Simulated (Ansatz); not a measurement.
Data:

AlGa₃N₄:
```xyz
8
Lattice="5.1423 0.0000 0.0000 0.0000 3.1650 0.0000 -0.0036 0.0000 5.4783" Properties=species:S:1:pos:R:3 pbc="T T T"
Al     0.0008     1.5825     3.6560
Ga     2.5653     1.5825     1.8348
Ga     2.5632     0.0000     4.5554
Ga     5.1406     0.0000     0.9104
N      0.6140     1.5825     1.8632
N      0.6018     0.0000     4.5272
N      3.1898     0.0000     0.9105
N      3.2435     1.5825     3.6555
```

This is the PBEsol-relaxed structure. Tensor components refer to the Cartesian frame of this cell.

Problem. All from plane-wave PAW PBEsol (Ansatz code), unless another level is named. Give the Poisson's ratio.

Solution. 0.26.

Problem. Next, the highest zone-centre frequency (without LO–TO term)?

Solution. 697 cm⁻¹.

Problem. And the elastic constants (relaxed ions, GPa)?

Solution. C11 = 382, C22 = 353, C33 = 351, C12 = 95.4, C13 = 95.5, C23 = 130, C44 = 111, C55 = 94.1, C66 = 94.4, C15 = 0.0, C25 = 0.8, C35 = -1.3, C46 = 0.7.

Space group Pm. The first step of the workflow began from a Materials Project structure, measured or hypothetical; the Crystallography Open Database copy checked does not list it. With Al and Ga taken as one species the cell has the higher symmetry P6_3mc, so it may be an ordered model of a mixed-site phase. Its standing as an ambient phase is unchecked. The cell was relaxed with PBEsol under the symmetry of its start; of distortions, only those at the zone centre were tested.

Potentials: the later of the program's two PAW sets.
